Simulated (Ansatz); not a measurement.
Ni:
```xyz
2
Lattice="2.4477 0.0000 0.0000 -1.2238 2.1197 0.0000 0.0000 0.0000 4.0162" Properties=species:S:1:pos:R:3 pbc="T T T"
Ni     0.0000     1.4132     1.0041
Ni     1.2238     0.7066     3.0122
```
The run is spin-polarised; directions of the spins, atom by atom: ↑ ↑.

Relaxed with PBEsol. Special points in fractions of this cell's reciprocal vectors: Γ (0.000, 0.000, 0.000); M (0.500, 0.000, 0.000); K (0.333, 0.333, 0.000); A (0.000, 0.000, 0.500); L (0.500, 0.000, 0.500); H (0.333, 0.333, 0.500).

List the band energies nearest the Fermi level at these points for plane-wave PAW PBEsol (Ansatz code).

In eV from the Fermi level; about four levels below and three above (degenerate sets whole), none deeper than 8.9 eV; … stands for higher levels left out; points with the same levels are listed once.

| k | below | above |
|---|---|---|
| Γ ↑ | -1.76 -1.76 -0.75 -0.75 -0.61 | … |
| M ↑ | -2.18 -0.63 -0.55 -0.49 | 1.14 3.09 … |
| K ↑ | -1.91 -0.91 -0.91 -0.79 | 4.36 … |
| A ↑ | -1.05 -1.05 -1.05 -1.05 | … |
| L ↑ | -1.07 -1.07 -0.54 -0.54 | 1.33 1.33 … |
| H ↑ | -1.82 -1.82 -0.73 -0.73 | 5.53 5.53 … |
| Γ ↓ | -1.07 -1.07 -0.63 0.00 0.00 | … |
| M ↓ | -2.33 -1.91 -1.88 -1.51 | 0.16 0.20 0.29 |
| K ↓ | -1.24 -0.14 -0.14 -0.05 | 4.68 … |
| A ↓ | -0.32 -0.32 -0.32 -0.32 | … |
| L ↓ | -0.98 -0.98 -0.48 -0.48 | 0.24 0.24 1.54 1.54 |
| H ↓ | -2.43 -2.43 -1.12 -1.12 | 0.05 0.05 5.78 5.78 |

Space group P6_3/mmc (hcp (Mg type)). The first step of the workflow began from a Materials Project structure, measured or hypothetical; the Crystallography Open Database files this formula in space group No. 194, but the cells were not matched. It is not the phase usual at ambient conditions (space group No. 225). Symmetry was held in the PBEsol relaxation; whether a distortion lowers the energy is not shown. Spin order of the final state: ferromagnetic, chosen from 5 collinear starts compared on coarse meshes (ties went to the first, and starts can fall back to one state), not a proven ground state.

Potentials: the earlier of the program's two PAW sets. The files were generated under PBE; for other functionals the program regenerates the frozen cores, and for LDA and PBEsol the local potential too.
